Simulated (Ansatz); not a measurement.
CdPd:
```
CdPd
1.0
    3.03191     0.00000     0.00000
    0.00000     3.03191     0.00000
    0.00000     0.00000     3.67714
Cd Pd
1 1
Direct
  0.00000   0.00000   0.00000
  0.50000   0.50000   0.50000
```

Relaxed with r²SCAN. Special points in fractions of this cell's reciprocal vectors: Γ (0.000, 0.000, 0.000); X (0.000, 0.500, 0.000); M (0.500, 0.500, 0.000); Z (0.000, 0.000, 0.500); R (0.000, 0.500, 0.500); A (0.500, 0.500, 0.500).

Task: List the band energies nearest the Fermi level at these points for the program Ansatz at the r²SCAN level (PAW).

Result: In eV from the Fermi level; about four levels below and three above (degenerate sets whole), none deeper than 8.9 eV; points with the same levels are listed once.

| k | below | above |
|---|---|---|
| Γ | -3.37 -1.92 -1.92 -1.63 | 3.12 8.62 8.62 |
| X | -3.62 -3.44 -2.62 -2.12 | 0.22 10.39 10.42 |
| M | -2.41 -2.40 -2.40 -0.96 | 0.11 0.11 4.99 |
| Z | -2.55 -2.55 -1.92 -1.72 | 13.31 13.31 14.02 |
| R | -1.94 -1.65 -1.29 -0.65 | 3.27 3.85 14.19 |
| A | -4.23 -4.23 -1.83 -0.95 | 4.16 5.77 5.77 |

Space group P4/mmm (L1₀ or tetragonal B2). The workflow started from an entry of the Crystallography Open Database (COD). Whether it is the stable phase at ambient conditions was not checked. Symmetry was held in the r²SCAN relaxation; whether a distortion lowers the energy is not shown. No spin polarisation was allowed. Scalar-relativistic: spin–orbit coupling is off unless named, which matters more the heavier the elements.

Potentials: the later of the program's two PAW sets.
